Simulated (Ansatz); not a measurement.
Input and command of a plane-wave DFT calculation in Ansatz:

```yaml
crystal:
  lattice:
    - [-2.73585, 2.73585, 2.806]
    - [2.73585, -2.73585, 2.806]
    - [2.73585, 2.73585, -2.806]
  atoms:
    - { symbol: Rb, position: [0.0, 0.0, 0.0] }
basis:
  ecutwfc: 420
kpoints:
  mp_grid: { grid: [12, 12, 12] }
hamiltonian:
  xc: pbesol
scf:
  occupations: { method: gaussian, width: 0.15 }
output:
  forces: true
  stress: true
  eigenvalues: true
```

```bash
ansatz run input.yaml --threads 1 --pin off --max-ram 2560MiB --backend cpu --events-out ev --progress --plain --runs-dir out
```

Processor: Arm Neoverse V2, 1 thread, on a host shared with other jobs.

Problem. How long does it run, and how much memory does it take?

Solution. About 5.5 s on 1 thread of Arm Neoverse V2 (shared host), peak memory 0.39 GiB. It solves 9 bands at 163 k points (the mesh reduced by symmetry) with about 1617 plane waves, in 6 SCF iterations.
